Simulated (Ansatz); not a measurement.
Ba (simple hexagonal, P6/mmm) at seven volumes, plane-wave PAW LDA (Ansatz code), shape and atoms relaxed at each. One row is withheld.

```csv
V (Å³/atom),P (GPa)
47.050,0.98
48.601,0.61
50.152,0.29
51.703,0.00
53.254,?
54.805,-0.48
56.356,-0.69
```

Problem. Fit the shown pressures and predict the withheld one.

Solution. P = (3/2)B₀(x^(7/2) − x^(5/2))[1 + (3/4)(B′ − 4)(x − 1)] with x = (V₀/V)^(2/3). Least squares on the six rows gives V₀ = 51.706 Å³/atom, B₀ = 9.1 GPa, B′ = 2.91. At V = 53.254, x = 0.9805 and P = -0.26 GPa. The run itself gave -0.25 GPa.

The workflow started from an entry of the Crystallography Open Database (COD); the relaxed space group is not among those it files for this formula. It is not the phase usual at ambient conditions (space group No. 229). The LDA relaxation kept the symmetry of its start. At this level the phase is mechanically unstable. The volume moved by -36 % from the start of the relaxation. The volume fell by over 15 % from the filed cell, which may lack light atoms or belong to other conditions. Scalar-relativistic: spin–orbit coupling is off unless named, which matters more the heavier the elements.

Potentials: the later of the program's two PAW sets.
